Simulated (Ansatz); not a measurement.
ZnO:
```
ZnO
1.0
    3.23502     0.00000     0.00000
   -1.61751     2.80161     0.00000
    0.00000     0.00000     5.21142
Zn O
2 2
Direct
  0.66667   0.33333   0.50033
  0.33333   0.66667   0.00033
  0.66667   0.33333   0.87998
  0.33333   0.66667   0.37998
```

x, y and z are the axes in which the lattice vectors are written.

Question: Give the high-frequency dielectric tensor and the Born effective charge tensors of the independent atoms from DFPT, DFT-r²SCAN in the program Ansatz with PAW potentials.

Answer: 
ε∞:
```
4.34  0.00  0.00
0.00  4.34  0.00
0.00  0.00  4.40
```
Z* of atom 1 (Zn), rows: field, columns: displacement, in e:
```
2.09  0.00  0.00
0.00  2.09  0.00
0.00  0.00  2.14
```
Z* of atom 3 (O), rows: field, columns: displacement, in e:
```
-2.09   0.00   0.00
 0.00  -2.09   0.00
 0.00   0.00  -2.14
```

Static charges for comparison (Bader): Zn1 +1.29, O3 -1.29 e. Born charges measure polarisation by displacement and can exceed these by far.

Space group P6_3mc (wurtzite). The cell was relaxed with r²SCAN under the symmetry of its start.

Potentials: the earlier of the program's two PAW sets.
